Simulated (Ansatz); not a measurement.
**Be5Au: enthalpy under pressure, worked through**

These are results of DFT r2SCAN, scalar-relativistic, plane waves, PAW in Ansatz 0.2.0, not measurements. (500 eV cutoff, 10×10×10 k-mesh, Gaussian smearing of 0.10 eV, no spin polarisation)

The relaxed crystal:

```yaml
crystal:
  lattice:
    - [0.00000, 3.04877, 3.04877]
    - [3.04877, 0.00000, 3.04877]
    - [3.04877, 3.04877, 0.00000]
  atoms:
    - { symbol: Be, position: [0.37528, 0.87417, 0.37528] }
    - { symbol: Be, position: [0.37528, 0.37528, 0.87417] }
    - { symbol: Be, position: [0.37528, 0.37528, 0.37528] }
    - { symbol: Be, position: [0.87417, 0.37528, 0.37528] }
    - { symbol: Be, position: [0.75000, 0.75000, 0.75000] }
    - { symbol: Au, position: [0.00000, 0.00000, 0.00000] }
```

Cell and atoms were relaxed at each target pressure within the start's symmetry (F-43m), at zero temperature; other phases can be more stable under pressure. H = E + PV with P the target; E is the free energy at the smearing used, whose derivative the pressure is, per atom and counted from zero pressure. The mesh named is that at zero pressure; some other pressures ran on another.

Spin–orbit coupling is left out, which can shift energies with elements as heavy as these.

```csv
P (GPa),V (Å³/atom),E − E0 (meV),H − H0 (meV)
0,9.446,0.0,0.0
2,9.320,0.8,117.1
5,9.141,4.7,290.0
10,8.883,16.7,571.2
20,8.450,56.8,1111.6
40,7.805,174.1,2122.6
```

Q: Thermodynamics gives dH/dP = V along a relaxed path. Integrate V over P by the trapezoid rule and compare with the computed enthalpies.

A: With 1 eV/Å³ = 160.22 GPa, each step adds the mean volume times ΔP / 160.22:
```csv
P (GPa),∫V dP (meV),H − H0 (meV),difference (meV)
2,117.1,117.1,0.0
5,290.0,290.0,0.0
10,571.2,571.2,0.0
20,1112.1,1111.6,0.5
40,2126.7,2122.6,4.1
```

V(P) curves upward, so the trapezoid rule runs high; integrating a smooth curve through the same points (P as a polynomial of degree 4 in ln V) puts that excess at about 3.1 meV at 40 GPa, against the 4.1 meV found.

Q: At 40 GPa, how much of the enthalpy change is stored energy and how much is the PV term?

A: E rises by 174 meV/atom and PV is 40 × 7.805 / 160.22 = 1949 meV/atom, so PV makes 92 % of ΔH. So between rival structures at high pressure a small difference in volume can outweigh the difference in energy: 1 % of this volume is worth 19.5 meV/atom at this pressure.

Q: What bulk modulus do the lowest pressures give?

A: From the pressures that the runs reached, -2.06 GPa (9.586 Å³) and 2.00 GPa (9.320 Å³), B = −ΔP/Δln V = 4.06 / 0.0281 = 144 GPa, a mean over that range.